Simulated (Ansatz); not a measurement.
Here is the system:

Sr₃Ta₂ZnO₉:
```yaml
crystal:
  lattice:
    - [5.59181, 0.00000, 0.00000]
    - [-2.79591, 4.84265, 0.00000]
    - [0.00000, 0.00000, 6.88971]
  atoms:
    - { symbol: Sr, position: [0.00000, 0.00000, 0.00000] }
    - { symbol: Sr, position: [0.66667, 0.33333, 0.34091] }
    - { symbol: Sr, position: [0.33333, 0.66667, 0.65909] }
    - { symbol: Ta, position: [0.66667, 0.33333, 0.82253] }
    - { symbol: Ta, position: [0.33333, 0.66667, 0.17747] }
    - { symbol: Zn, position: [0.00000, 0.00000, 0.50000] }
    - { symbol: O, position: [0.50000, 0.00000, 0.00000] }
    - { symbol: O, position: [0.00000, 0.50000, 0.00000] }
    - { symbol: O, position: [0.50000, 0.50000, 0.00000] }
    - { symbol: O, position: [0.83130, 0.66260, 0.67269] }
    - { symbol: O, position: [0.16870, 0.33740, 0.32731] }
    - { symbol: O, position: [0.33740, 0.16870, 0.67269] }
    - { symbol: O, position: [0.66260, 0.83130, 0.32731] }
    - { symbol: O, position: [0.83130, 0.16870, 0.67269] }
    - { symbol: O, position: [0.16870, 0.83130, 0.32731] }
```

This is the LDA-relaxed structure.

Q: All from the program Ansatz at the LDA level (PAW), unless another level is named. Give the bulk modulus (Birch–Murnaghan fit).

A: 175 GPa.

Q: Next, the highest zone-centre frequency (without LO–TO term)?

A: 891 cm^-1.

Space group P-3m1. The workflow started from a Materials Project entry (that database holds measured and hypothetical structures alike); the Crystallography Open Database copy checked does not list it. With Ta and Zn taken as one species the cell has the higher symmetry Pm-3m, so it may be an ordered model of a mixed-site phase. Whether it is the stable phase at ambient conditions was not checked. Symmetry was held in the LDA relaxation. At this level the phase is dynamically unstable (imaginary phonons). No spin polarisation was allowed. Spin–orbit coupling is left out wherever it is not named.

Potentials: the later of the program's two PAW sets.
